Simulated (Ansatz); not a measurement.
SnO$_{2}$ (rutile)

```
SnO2
1.0
    4.75991     0.00000     0.00000
    0.00000     4.75991     0.00000
    0.00000     0.00000     3.20075
Sn O
2 4
Cartesian
  0.00000   0.00000   0.00000
  2.37996   2.37996   1.60038
  1.45611   1.45611   0.00000
  3.83606   0.92385   1.60038
  0.92385   3.83606   1.60038
  3.30380   3.30380   0.00000
```

The slice is a (010) plane (indices of the conventional cell) through the point (0.306, 0.306, 0.000) (fractional), spanned by u = [001] and v = [100] in vectors of this cell: u (3.20 Å) and v (4.76 Å, at 90° to u). It covers one period; positions are fractions (u, v).

Method: r2SCAN (plane waves to 500 eV, PAW, scalar-relativistic; Ansatz, a first-principles code). k mesh 7×7×10. These are valence fields of a PAW run, semicore shells included where kept as valence: close to a nucleus they are smooth pseudo fields. SnO2 was relaxed with its symmetry unable to fall.

Three fields on this plane, each scaled to ten steps between its own extremes (0 low, 9 high; the total valence density on a logarithmic scale, the potential cut 8 eV below its top; x marks points blanked near nuclei; v = 0 in the bottom row):

Map A
```
|xxxxxxx554333455xxxxxx|
|xxxxxx66665556666xxxxx|
|xxxxxx67777677776xxxxx|
|xxxxx7788877788877xxxx|
|xxxx778888888888877xxx|
|x666788888999888887666|
|6667788899999998887766|
|6666788999999999887666|
|5566778999999999877665|
|5556778999999999877655|
|5556778898888898877655|
|556678888xxxxx88887665|
|56677887xxxxxxx7887766|
|6667777xxxxxxxxx777766|
|6777777xxxxxxxxx777777|
|7777776xxxxxxxxx677777|
|7777776xxxxxxxxx677777|
|7777775xxxxxxxxx577777|
|77777654xxxxxxx4567777|
|777765431xxxxx13456777|
|7776543100000001345677|
|7776532000000000235677|
|7776420000000000024677|
|7765420000000000024567|
|7765310000000000013567|
|x655310000000000013556|
|xxxx310000000000013xxx|
|xxxxx1000000000001xxxx|
|xxxxxx00000000000xxxxx|
|xxxxxx20000000002xxxxx|
|xxxxxxx210000012xxxxxx|
|xxxxxxx332111233xxxxxx|
```

Map B
```
|xxxxxxx011222110xxxxxx|
|xxxxxx10011111001xxxxx|
|xxxxxx10001110001xxxxx|
|xxxxx1100000000011xxxx|
|xxxx110000000000011xxx|
|x000000000000000000000|
|0000000000000000000000|
|1111000000000000000111|
|1111100000000000001111|
|2111100000000000001111|
|2211000000000000000112|
|111100000xxxxx00000111|
|11100000xxxxxxx0000011|
|1110000xxxxxxxxx000011|
|1100001xxxxxxxxx100001|
|0000012xxxxxxxxx210000|
|0000012xxxxxxxxx210000|
|0000112xxxxxxxxx211000|
|00011122xxxxxxx2211100|
|001111222xxxxx22211110|
|0011122222222222221110|
|0011223344434443322110|
|0011234555666555432110|
|0001234567787765432100|
|0001124678999876421100|
|x000123578999875321000|
|xxxx012468999864210xxx|
|xxxxx0135788875310xxxx|
|xxxxxx02457775420xxxxx|
|xxxxxx01245654210xxxxx|
|xxxxxxx123444321xxxxxx|
|xxxxxxx012333210xxxxxx|
```

Map C
```
|xxxxxxx754323457xxxxxx|
|xxxxxx86432223468xxxxx|
|xxxxxx75321112357xxxxx|
|xxxxx7642100012467xxxx|
|xxxx764310000013467xxx|
|x887643210000012346788|
|6665432111111111234566|
|5544322222222222223445|
|3333222333444333222333|
|2222233455666554332222|
|1222234567888765432222|
|112234578xxxxx87543221|
|11124568xxxxxxx8654211|
|1113467xxxxxxxxx764311|
|0113468xxxxxxxxx864311|
|0013468xxxxxxxxx864310|
|0012468xxxxxxxxx864210|
|0012467xxxxxxxxx764210|
|00123578xxxxxxx8753210|
|000234679xxxxx97643200|
|0011345789999987543110|
|1112345678898876543211|
|2223345678888876543322|
|4444445678898876544444|
|6665556678999876655566|
|x887766778999877667788|
|xxxx877778888877778xxx|
|xxxxx9877788877789xxxx|
|xxxxxx87777777778xxxxx|
|xxxxxx97666666679xxxxx|
|xxxxxxx765555567xxxxxx|
|xxxxxxx754434457xxxxxx|
```

Task: Assign the maps to these fields: density of the lowest conduction band (whole band as if filled, smooth part); valence electron density; electrostatic potential energy of an electron, from the cell's mean.

Result: A is the electrostatic potential energy of an electron, from the cell's mean; B is the density of the lowest conduction band (whole band as if filled, smooth part); C is the valence electron density.
